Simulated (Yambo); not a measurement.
Absorption of SrCl2 (fluorite, space group Fm-3m, No. 225) with and without the electron-hole interaction (Yambo, LDA bands; 8×8×8 mesh, 6 valence and 3 conduction bands, static screening with 42 bands and a 4 Ry block, scissor 2.89 eV, Tamm-Dancoff; field along x).

```tsv
E (eV)	Im ε, BSE	Im ε, independent quasiparticles
6.40	0.11	0.04
6.50	0.13	0.04
6.60	0.14	0.04
6.70	0.16	0.05
6.80	0.18	0.05
6.90	0.21	0.05
7.00	0.24	0.06
7.10	0.28	0.06
7.20	0.33	0.07
7.30	0.41	0.07
7.40	0.52	0.08
7.50	0.68	0.08
7.60	0.94	0.09
7.70	1.42	0.10
7.80	2.36	0.11
7.90	4.11	0.13
8.00	5.40	0.14
8.10	5.63	0.17
8.20	6.05	0.20
8.30	5.00	0.25
8.40	3.53	0.32
8.50	3.09	0.39
8.60	3.24	0.48
8.70	3.84	0.65
8.80	4.63	0.96
8.90	5.56	1.29
9.00	6.30	1.46
9.10	6.51	1.62
9.20	6.32	1.89
9.30	5.87	2.04
9.40	4.75	2.12
9.50	3.29	2.17
9.60	2.77	2.46
9.70	2.61	2.76
9.80	2.66	3.20
9.90	2.64	4.07
10.00	2.43	4.67
10.10	2.18	5.21
10.20	1.83	5.96
```

The scissor comes from a G0W0 run whose convergence isn't established. Broadening 0.15 eV. The band window holds all transitions up to 10.2 eV. Fine structure above the onset can come from the mesh.

Geometry relaxed with LDA; primitive cell a = 4.808 Å, b = 4.808 Å, c = 4.808 Å, α = 60.00°, β = 60.00°, γ = 60.00°.
